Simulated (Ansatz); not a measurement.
A generator proposed this cell of VNiC4N4.

```cif
data_structure
_symmetry_space_group_name_H-M 'P-43m'
_symmetry_Int_Tables_number 215
_cell_length_a 5.8826
_cell_length_b 5.8826
_cell_length_c 5.8826
_cell_angle_alpha 90.000
_cell_angle_beta 90.000
_cell_angle_gamma 90.000
_cell_volume 203.57
loop_
_atom_site_label
_atom_site_type_symbol
_atom_site_symmetry_multiplicity
_atom_site_Wyckoff_symbol
_atom_site_fract_x
_atom_site_fract_y
_atom_site_fract_z
_atom_site_occupancy
V1 V 1 a 0.00000 0.00000 0.00000 1
Ni1 Ni 1 b 0.50000 0.50000 0.50000 1
C1 C 4 e 0.18814 0.18814 0.18814 1
N1 N 4 e 0.30297 0.30297 0.30297 1
```

Level of theory: Ansatz 0.2.0, DFT PBE, scalar-relativistic, plane waves, PAW. Settings: cutoff 420 eV, Γ-centred mesh 4×4×4 on the computed 10-atom cell, Gaussian smearing of 0.10 eV; collinear spin from starting moments 2.0 2.0 0.0 0.0 0.0 0.0 0.0 0.0 0.0 0.0 μB.

Formation energies are uncorrected and refer to the elements' standard structures at the same level (N₂ as a molecule).

Task: What does a single point on this coarse mesh give?

Result: The pressure is 1.6 GPa (it wants to expand), the largest force is 1.63 eV/Å, and the energy is +0.50 eV/atom against the elements. The shortest distance is 1.17 Å.

Task: Is it a good guess?

Result: A good one: relaxing gains under 0.1 eV/atom (the start's value is from the coarse mesh, so the gain is rough) in 8 ionic steps and ends at +0.45 eV/atom on the finer mesh. The symmetry stays P-43m (No. 215). The volume per atom shrinks by 1.2 %, from 20.4 to 20.1 Å³. The shortest distance goes from 1.17 Å (C–N) to 1.18 Å (C–N). Conventional cell: a = 5.859 Å. V has 4 C at 2.01 Å; Ni is surrounded by 4 N at 1.89 Å; around C lie 1 N at 1.18 Å and 1 V at 2.01 Å; N is surrounded by 1 C at 1.18 Å and 1 Ni at 1.89 Å.

The last run used collinear spin, a 6×6×6 mesh for its 10-atom cell and Gaussian smearing of 0.10 eV. The reference form of C is held partly by dispersion forces, which this level lacks. The magnetic state reached may not be the lowest. The relaxation can't lower the symmetry of the start, and the grade says only how near the guess is to its own end. A structure relaxed within its symmetry needn't be a true minimum.
